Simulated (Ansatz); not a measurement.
## ZnS with Cs replacing Zn: gradients before and after relaxing the atoms

Start: a supercell of ZnS (space group P6_3mc) built from a structure deposited in the COD, with all atoms left at the host's positions.

Space group P31m (No. 157); a = 6.6211, c = 12.5200 Å, γ = 120.00°.

| site | Wyckoff | site symmetry | x | y | z |
| --- | --- | --- | --- | --- | --- |
| Cs | 1a | 3.m | 0.0000 | 0.0000 | 0.0000 |
| Zn2 | 2b | 3.. | 0.3333 | 0.6667 | 0.0000 |
| Zn4 | 1a | 3.m | 0.0000 | 0.0000 | 0.5000 |
| Zn5 | 2b | 3.. | 0.3333 | 0.6667 | 0.5000 |
| Zn7 | 3c | ..m | 0.3333 | 0.3333 | 0.2500 |
| Zn10 | 3c | ..m | 0.3333 | 0.0000 | 0.7500 |
| S13 | 1a | 3.m | 0.0000 | 0.0000 | 0.1875 |
| S14 | 2b | 3.. | 0.3333 | 0.6667 | 0.1875 |
| S16 | 1a | 3.m | 0.0000 | 0.0000 | 0.6875 |
| S17 | 2b | 3.. | 0.3333 | 0.6667 | 0.6875 |
| S19 | 3c | ..m | 0.3333 | 0.3333 | 0.4375 |
| S22 | 3c | ..m | 0.3333 | 0.0000 | 0.9375 |

One atom of each set is listed.

Level of theory: DFT, PBE, plane waves and PAW, scalar-relativistic, 420 eV cutoff, Γ-centred 3×3×2 k-points, Fermi–Dirac smearing 0.01 eV, cell charge -1 (Ansatz 0.2.0).

The largest force at the start is 7.9 eV/Å. Relaxing the ions at fixed cell moves them by 1.189 Å at most (atom 24, S) and 0.443 Å rms. End positions:

Cs (0.0000, 0.0000, 0.9637)
Zn2 (0.3333, 0.6667, 0.0094)
Zn4 (0.0000, 0.0000, 0.5110)
Zn5 (0.3333, 0.6667, 0.4985)
Zn7 (0.3314, 0.3314, 0.2567)
Zn10 (0.3505, 0.0000, 0.7528)
S13 (0.0000, 0.0000, 0.2090)
S14 (0.3333, 0.6667, 0.1942)
S16 (0.0000, 0.0000, 0.6996)
S17 (0.3333, 0.6667, 0.6790)
S19 (0.3311, 0.3311, 0.4427)
S22 (0.5083, 0.0000, 0.9160)

```json
{"site": "Cs", "moved (Å)": "0.454", "first shell before": "4 S at 2.34–2.35 Å", "first shell after": "8 S at 3.07–3.42 Å", "V_zz before (10²¹ V/m²)": "-0.48", "η before": "0.00"}
{"site": "Zn2", "moved (Å)": "0.117", "first shell before": "4 S at 2.34–2.35 Å", "first shell after": "4 S at 2.24–2.31 Å", "V_zz before (10²¹ V/m²)": "1.41", "η before": "0.00"}
{"site": "Zn5", "moved (Å)": "0.019", "first shell before": "4 S at 2.34–2.35 Å", "first shell after": "4 S at 2.26–2.32 Å", "V_zz before (10²¹ V/m²)": "-0.34", "η before": "0.00"}
{"site": "Zn7", "moved (Å)": "0.085", "first shell before": "4 S at 2.34–2.35 Å", "first shell after": "4 S at 2.27–2.35 Å", "V_zz before (10²¹ V/m²)": "-1.04", "η before": "0.15"}
{"site": "Zn10", "moved (Å)": "0.119", "first shell before": "4 S at 2.34–2.35 Å", "first shell after": "4 S at 2.30–2.41 Å", "V_zz before (10²¹ V/m²)": "-1.10", "η before": "0.11"}
{"site": "S13", "moved (Å)": "0.269", "first shell before": "3 Zn at 2.34 Å, 1 Cs at 2.35 Å", "first shell after": "3 Zn at 2.27 Å", "V_zz before (10²¹ V/m²)": "-8.10", "η before": "0.00"}
{"site": "S14", "moved (Å)": "0.084", "first shell before": "4 Zn at 2.34–2.35 Å", "first shell after": "4 Zn at 2.31–2.35 Å", "V_zz before (10²¹ V/m²)": "-0.65", "η before": "0.00"}
{"site": "S16", "moved (Å)": "0.151", "first shell before": "4 Zn at 2.34–2.35 Å", "first shell after": "4 Zn at 2.36–2.41 Å", "V_zz before (10²¹ V/m²)": "0.59", "η before": "0.00"}
{"site": "S19", "moved (Å)": "0.067", "first shell before": "4 Zn at 2.34–2.35 Å", "first shell after": "4 Zn at 2.32–2.35 Å", "V_zz before (10²¹ V/m²)": "-0.76", "η before": "0.15"}
{"site": "S22", "moved (Å)": "1.189", "first shell before": "3 Zn at 2.34–2.35 Å, 1 Cs at 2.34 Å", "first shell after": "3 Zn at 2.24–2.30 Å", "V_zz before (10²¹ V/m²)": "-8.15", "η before": "0.38"}
```

Q: How do the gradients change?

A: 

```tsv
site	V_zz after	η after	change of V_zz
Cs	2.04	0.00	+2.52
Zn2	1.19	0.00	-0.22
Zn5	-1.46	0.00	-1.12
Zn7	-1.86	0.65	-0.82
Zn10	2.68	0.92	–
S13	-11.16	0.00	-3.06
S14	0.083	0.00	+0.73
S16	0.32	0.00	-0.27
S19	-2.14	0.42	-1.38
S22	9.54	0.63	–
```

The largest change of V_zz along a kept axis is on S13, from -8.10 to -11.16. Small gradients that grow severalfold: Cs (-0.48 to 2.04), Zn5 (-0.34 to -1.46). In per cent, |V_zz| changes by -16 to +78 on Zn, -46 to +182 on S (all sites that start above 0.5, bar those whose gradient vanishes or changes sign or whose main axis turns by over 40°). Where |V_zz| stays above 0.1 and the axes keep their order, η moves most on S19, from 0.15 to 0.42. On Zn7 V_xx and V_yy change places (or their axes turn by over 50°), so the two values of η hide a larger change. V_zz changes sign on S14 (same axis), Cs (same axis). On S22, Zn10 the largest principal value lies along another axis in the second run, so the two V_zz can't be compared directly. The table leaves out 2 of the 12 sites, with |V_zz| up to 0.64; their tensors move by 0.63 at most along any direction. The statements above cover all sites. The host's own positions weren't relaxed first, so part of the change far from the defect can be the host's relaxation.

The defect repeats with the cell of 24 atoms, so it feels its images: sites between two images don't show the values beside a lone defect, and zeros or small values of η there can come from the images' arrangement. S and Zn carry a gradient in the pure host already, so the values there aren't the defect's effect alone. A uniform background compensates the cell's charge. Without spin–orbit coupling (the program notes it for Cs) the gradients can shift somewhat, as the gap is small.
Before: With a gap of 0.7 eV on this mesh, small gradients can still move by 0.1 × 10²¹ V/m² or more as the k-mesh gets denser. The cell keeps the host's lattice, where the PBE pressure is 10 GPa (in a charged cell this depends on the convention for the mean potential). The neighbours have not yet relaxed around the defect (largest force 7.9 eV/Å), so the values at and beside it are those of a strained start, not of the defect in a real crystal.
After: The relaxation keeps the site symmetry 3m of the start, so the impurity can move only along its axis; a start off the site could end lower. The cell keeps the host's lattice, where the PBE pressure is 5 GPa (in a charged cell this depends on the convention for the mean potential).
